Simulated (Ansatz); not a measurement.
The calculation used DFT PBE, scalar-relativistic, plane waves, PAW (Ansatz 0.2.0). All cells share a 420 eV cutoff and Γ-centred k meshes spaced at most about 0.3 Å⁻¹ (2π included). No spin polarisation in the final relaxations.

All energies are static (0 K, no zero-point motion).

Two relaxed structures of Mg₃TeSe₂:

A.

```cif
data_structure
_symmetry_space_group_name_H-M 'R-3m:H'
_symmetry_Int_Tables_number 166
_cell_length_a 7.0849
_cell_length_b 7.0849
_cell_length_c 12.9923
_cell_angle_alpha 90.000
_cell_angle_beta 90.000
_cell_angle_gamma 120.000
_cell_volume 564.78
loop_
_atom_site_label
_atom_site_type_symbol
_atom_site_symmetry_multiplicity
_atom_site_Wyckoff_symbol
_atom_site_fract_x
_atom_site_fract_y
_atom_site_fract_z
_atom_site_occupancy
Mg1 Mg 9 d 0.83333 0.16667 0.16667 1
Te1 Te 3 a 0.00000 0.00000 0.00000 1
Se1 Se 6 c 0.33333 0.66667 0.37947 1
```

B.

```cif
data_structure
_symmetry_space_group_name_H-M 'P-3m1'
_symmetry_Int_Tables_number 164
_cell_length_a 4.0077
_cell_length_b 4.0077
_cell_length_c 9.8230
_cell_angle_alpha 90.000
_cell_angle_beta 90.000
_cell_angle_gamma 120.000
_cell_volume 136.64
loop_
_atom_site_label
_atom_site_type_symbol
_atom_site_symmetry_multiplicity
_atom_site_Wyckoff_symbol
_atom_site_fract_x
_atom_site_fract_y
_atom_site_fract_z
_atom_site_occupancy
Mg1 Mg 2 d 0.33333 0.66667 0.18174 1
Mg2 Mg 1 b 0.00000 0.00000 0.50000 1
Te1 Te 1 a 0.00000 0.00000 0.00000 1
Se1 Se 2 d 0.33333 0.66667 0.65934 1
```

**Question.** Which form is favoured at zero pressure, and by what margin per atom?

**Answer.** B is lower, by 0.31 eV/atom. A has space group R-3m (No. 166), 31.4 Å³/atom and a gap of 1.21 eV on its mesh; B has Te and Se ordered on rock salt sites, space group P-3m1 (No. 164), 22.8 Å³/atom and a gap of 0.50 eV. Counting Se or Te atoms around Mg (for each partner element, those within 1.25 times its shortest distance or 1.15 times the sum of covalent radii, where it is the nearest in units of that sum or under 1.3), A has Mg 4 and B has Mg 6. The denser one is the lower, and pressure would at first widen the difference. In A, around Mg lie 2 Se at 2.58 Å and 2 Te at 2.98 Å; Te has 6 Mg at 2.98 Å; Se is surrounded by 3 Mg at 2.58 Å. In B, around Mg on a site of symmetry 3m lie 3 Se at 2.79 Å and 3 Te at 2.92 Å; around Te lie 6 Mg at 2.92 Å; Se has 6 Mg at 2.79 Å; 1 more site not described. Both come from invented guesses.

Spin–orbit coupling, which can matter for Te, is left out. Kohn–Sham gaps at this level usually fall short of measured ones. The missing spin–orbit coupling can work the other way here. Cells relaxed within their symmetry can be saddle points.
